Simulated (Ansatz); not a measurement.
SnSe:
```xyz
2
Lattice="0.0000 3.3711 3.3711 3.3711 0.0000 3.3711 3.3711 3.3711 0.0000" Properties=species:S:1:pos:R:3 pbc="T T T"
Se     5.0566     5.0566     5.0566
Sn     0.0000     0.0000     0.0000
```

Relaxed with HSE06. Special points in fractions of this cell's reciprocal vectors: Γ (0.000, 0.000, 0.000); X (0.500, 0.000, 0.500); U (0.625, 0.250, 0.625); K (0.375, 0.375, 0.750); L (0.500, 0.500, 0.500); W (0.500, 0.250, 0.750).

Question: List the band energies nearest the valence-band maximum at these points for DFT-HSE06 in the program Ansatz with PAW potentials.

Answer: In eV from the valence-band maximum; about four levels below and three above (degenerate sets whole), none deeper than 8.9 eV; points with the same levels are listed once.

```json
[
 {"k": "Γ", "below": "-5.77 -2.68 -2.68 -2.68", "above": "1.89 1.89 1.89"},
 {"k": "X", "below": "-8.27 -3.98 -3.98 -0.73", "above": "0.33 5.01 5.01"},
 {"k": "U", "below": "-8.21 -4.46 -3.76 -0.54", "above": "1.55 3.93 4.23"},
 {"k": "L", "below": "-7.97 -3.23 -3.23 -2.37", "above": "2.69 2.69 3.87"},
 {"k": "W", "below": "-8.23 -4.31 -4.19 0.00", "above": "2.04 2.59 4.43"}
]
```

Space group F-43m (zinc blende). A made-up cell: these elements were put on the sites of a structure type; neither database checked (COD, Materials Project) lists it. It is not the phase usual at ambient conditions (space group No. 62). The cell was relaxed with HSE06 under the symmetry of its start; whether a distortion lowers the energy is not shown. The hybrid was solved on a coarse mesh, the path and, where they were found, the r²SCAN edge points; its band edges are the extreme levels among these. Spin–orbit coupling is left out wherever it is not named.

Potentials: the later of the program's two PAW sets.
